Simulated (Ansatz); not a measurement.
Nb$_{3}$Sn:
```
CELL_PARAMETERS angstrom
      5.30410     0.00000     0.00000
      0.00000     5.30410     0.00000
      0.00000     0.00000     5.30410
ATOMIC_POSITIONS crystal
  Sn 0.00000 0.00000 0.00000
  Sn 0.50000 0.50000 0.50000
  Nb 0.25000 0.00000 0.50000
  Nb 0.50000 0.75000 0.00000
  Nb 0.75000 0.00000 0.50000
  Nb 0.50000 0.25000 0.00000
  Nb 0.00000 0.50000 0.75000
  Nb 0.00000 0.50000 0.25000
```

Relaxed with r²SCAN. Special points in fractions of this cell's reciprocal vectors: Γ (0.000, 0.000, 0.000); X (0.000, 0.500, 0.000); M (0.500, 0.500, 0.000); R (0.500, 0.500, 0.500).

Q: List the band energies nearest the Fermi level at these points for r²SCAN with spin–orbit coupling in the plane-wave PAW code Ansatz.

A: In eV from the Fermi level; about four levels below and three above (degenerate sets whole), none deeper than 8.9 eV; points with the same levels are listed once.

| k | below | above |
|---|---|---|
| Γ | -0.06 -0.06 -0.06 -0.06 | 2.55 2.55 2.61 2.61 2.61 2.61 |
| X | -0.42 -0.42 -0.42 -0.42 | 1.59 1.59 1.59 1.59 |
| M | -1.67 -1.67 -0.95 -0.95 | 0.10 0.10 0.10 0.10 0.10 0.10 |
| R | -1.43 -1.43 -1.43 -1.43 -1.43 -1.43 -1.43 -1.43 | 0.04 0.04 0.04 0.04 |

Space group Pm-3n (A15 (Cr3Si type)). The cell was relaxed with r²SCAN under the symmetry of its start. The run is not spin-polarised.

Potentials: the later of the program's two PAW sets.
